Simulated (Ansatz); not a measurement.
Several occupations of a hcp lattice at one composition, 2 Cu, 3 Al, 7 Li. Sites, in fractions of the cell 4.440 2.563 0.000; 0.000 5.127 4.736; 4.440 -2.563 4.736 Å:

| cell | sites |
| --- | --- |
| 1 | Al (0.04 0.62 0.62), Al (0.46 0.54 0.21), Al (0.54 0.79 0.46), Cu (0.04 0.96 0.29), Cu (0.54 0.12 0.12), Li (0.04 0.29 0.96), Li (0.46 0.21 0.54), Li (0.46 0.88 0.88), Li (0.54 0.46 0.79), Li (0.96 0.04 0.71), Li (0.96 0.38 0.38), Li (0.96 0.71 0.04) |
| 2 | Al (0.46 0.21 0.54), Al (0.46 0.88 0.88), Al (0.54 0.46 0.79), Cu (0.46 0.54 0.21), Cu (0.96 0.04 0.71), Li (0.04 0.29 0.96), Li (0.04 0.62 0.62), Li (0.04 0.96 0.29), Li (0.54 0.12 0.12), Li (0.54 0.79 0.46), Li (0.96 0.38 0.38), Li (0.96 0.71 0.04) |
| 3 | Al (0.04 0.29 0.96), Al (0.46 0.21 0.54), Al (0.96 0.38 0.38), Cu (0.46 0.88 0.88), Cu (0.96 0.71 0.04), Li (0.04 0.62 0.62), Li (0.04 0.96 0.29), Li (0.46 0.54 0.21), Li (0.54 0.12 0.12), Li (0.54 0.46 0.79), Li (0.54 0.79 0.46), Li (0.96 0.04 0.71) |

Each was relaxed without symmetry on coarser meshes and computed once more. Theory: Ansatz 0.2.0, DFT PBE, scalar-relativistic, plane waves, PAW.

Cutoff 420 eV; k points 8×6×5 on the computed 12-atom cell (Γ-centred); Gaussian smearing, width 0.10 eV; no spin polarisation.

Warren–Cowley parameters of the first shell of the sublattice with most elements (negative: unlike neighbours preferred):
```json
{"cell": "1", "Al-Li": "-0.05", "Cu-Li": "0.00", "Al-Cu": "0.00"}
{"cell": "2", "Al-Li": "-0.05", "Cu-Li": "-0.14", "Al-Cu": "-0.33"}
{"cell": "3", "Al-Li": "-0.14", "Cu-Li": "-0.14", "Al-Cu": "0.33"}
```

Question: Which occupation is lowest in energy, and by how much?

Answer: Cells 2, 1 are lowest, within 8 meV/atom of each other and so too close to rank here.
| cell | E − E(lowest) (meV/atom) | V (Å³/atom) |
| --- | --- | --- |
| 2 | 0.0 | 14.93 |
| 1 | 4.8 | 15.27 |
| 3 | 9.4 | 15.11 |

The final mesh leaves forces up to 0.16 eV/Å and stresses up to 0.8 GPa: the relaxation ran on a coarser mesh, so the cell's shape, its bonds and its energy belong partly to that mesh.

Cost: 6 runs of about 12 core-minutes in all (earlier runs that led there not counted), on Arm Neoverse V2 (shared hosts).